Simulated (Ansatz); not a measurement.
Mg, DFT, PBEsol, all-electron LAPW, scalar-relativistic (Ansatz 0.2.0), run on 1 thread of Intel(R) Xeon(R) Platinum 8488C (Sapphire Rapids) on a shared host.

The cell is a database entry far from equilibrium at this level of theory, probably a faulty or high-pressure entry; it serves as a test geometry alone. The listed cell was then made from it by scaling, straining or moving an atom.

Command: `ansatz run input.yaml --threads 1 --pin off --max-ram 3072MiB --backend cpu --events-out ev --progress --plain --runs-dir out`

```yaml
crystal:
  lattice:
    - [-1.461735, 1.4765, 1.4765]
    - [1.4765, -1.461735, 1.4765]
    - [1.4765, 1.4765, -1.461735]
  atoms:
    - { symbol: Mg, position: [0.0, 0.0, 0.0] }
kpoints:
  mp_grid: { grid: [16, 16, 16] }
  band_path:
    path:
      - [0.0, 0.0, 0.0]
      - [0.0, 0.0, 0.5]
      - [-0.5, 0.5, 0.5]
      - [-0.7474684983, 0.2525315017, 0.2525315017]
      - [0.2525315017, 0.2525315017, 0.2525315017]
      - [0.0, 0.0, 0.0]
      - [-0.5, 0.0, 0.5]
    npoints: 5
scf:
  occupations: { method: fermi_dirac, width: 0.05 }
hamiltonian:
  xc: pbesol
  pseudopotentials: { kind: all_electron, lapw: { basis_error: 0.00025 } }
output:
  forces: true
  stress: true
  eigenvalues: true
```

**Question.** How large is the problem that the program sets up?

**Answer.** 417 irreducible k-points, 99 plane waves at Γ, 9 bands.

**Question.** About how long does it take, and how much memory does it use?

**Answer.** 11 s of wall time for 5 SCF iterations, with a peak of 0.4 GiB. Times on shared machines scatter by tens of per cent.
